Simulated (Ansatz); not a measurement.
The cell below belongs to a search over invented structures; it isn't taken from experiment.

Input and command of a plane-wave DFT calculation in Ansatz:

```yaml
crystal:
  lattice:
    - [-1.7864165481, 1.7864165481, 10.9179109771]
    - [1.7864165481, -1.7864165481, 10.9179109771]
    - [1.7864165481, 1.7864165481, -10.9179109771]
  atoms:
    - { symbol: Be, position: [0.8060075029, 0.8060075029, 0.0] }
    - { symbol: Be, position: [0.1939924971, 0.1939924971, 0.0] }
    - { symbol: Be, position: [0.0, 0.0, 0.0] }
    - { symbol: S, position: [0.4502483886, 0.9502483886, 0.5] }
    - { symbol: S, position: [0.354410243, 0.854410243, 0.5] }
    - { symbol: S, position: [0.75, 0.25, 0.5] }
    - { symbol: S, position: [0.0497516114, 0.5497516114, 0.5] }
    - { symbol: S, position: [0.145589757, 0.645589757, 0.5] }
basis:
  ecutwfc: 500
kpoints:
  mp_grid: { grid: [12, 12, 12] }
hamiltonian:
  xc: r2scan
scf:
  occupations: { method: gaussian, width: 0.1 }
output:
  forces: true
  stress: true
  eigenvalues: true
```

```bash
ansatz run input.yaml --threads 1 --pin off --max-ram 2560MiB --backend cpu --events-out ev --progress --plain --runs-dir out
```

Processor: Intel(R) Xeon(R) Processor @ 2.50GHz (Skylake/Cascade Lake), 1 thread, on a host shared with other jobs.

Problem. How long does it run, and how much memory does it take?

Solution. About 2.8 min, peak memory 0.99 GiB. It solves 26 bands at 163 k points (after reduction by symmetry) with about 3571 plane waves, in 7 SCF iterations.
